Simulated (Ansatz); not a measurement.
Starting cell, ScCu (CsCl type):

```
ScCu
1.0
    6.33192     0.00000     0.00000
    3.16596     3.16596     0.00000
    3.16596     0.00000     3.16596
Sc Cu
2 2
Cartesian
  7.91490   1.58298   1.58298
  4.74894   1.58298   1.58298
  0.00000   0.00000   0.00000
  3.16596   0.00000   0.00000
```

The atoms are displaced by Q × the pattern below (from a DFPT mode at R = (0.5, 0.5, 0.5), largest move 1; Q in Å), at fixed cell. It is one choice among 3 degenerate patterns. (q is in reciprocal vectors of the primitive cell; the cell shown is doubled to hold the pattern.)

```json
[
 {"atom": "Cu3", "x": "0.000", "y": "0.000", "z": "1.000"},
 {"atom": "Cu4", "x": "0.000", "y": "0.000", "z": "-1.000"}
]
```

Atoms not listed stay in place.

All values below come from LDA (plane waves to 420 eV, PAW, scalar-relativistic; Ansatz, a program for electronic structure). k mesh 15×15×15 (Γ-centred), Fermi-Dirac smearing 0.05 eV. The energy includes the smearing's −TS. With partly filled bands, energies and forces of such displacements shift with the k mesh and the smearing. ScCu is run without spin polarisation. ScCu was relaxed with its symmetry unable to fall. The relaxed volume of ScCu is well below the measured one. ΔE is measured from the undisplaced structure.

### Question
Give the computed ΔE (meV/cell) and −dE/dQ from forces (eV/Å) at Q (Å) = -0.067, -0.050, 0.017, 0.033, 0.050, 0.067.

### Answer
| Q (Å) | ΔE (meV/cell) | −dE/dQ from forces (eV/Å) |
|---|---|---|
| -0.067 | 6.9 | 0.211 |
| -0.050 | 3.8 | 0.155 |
| 0.017 | 0.4 | -0.050 |
| 0.033 | 1.7 | -0.102 |
| 0.050 | 3.8 | -0.155 |
| 0.067 | 6.9 | -0.211 |

(A displaced cell: forces are minus the slopes of the energy, force constants its curvatures, and phonons follow from these.)
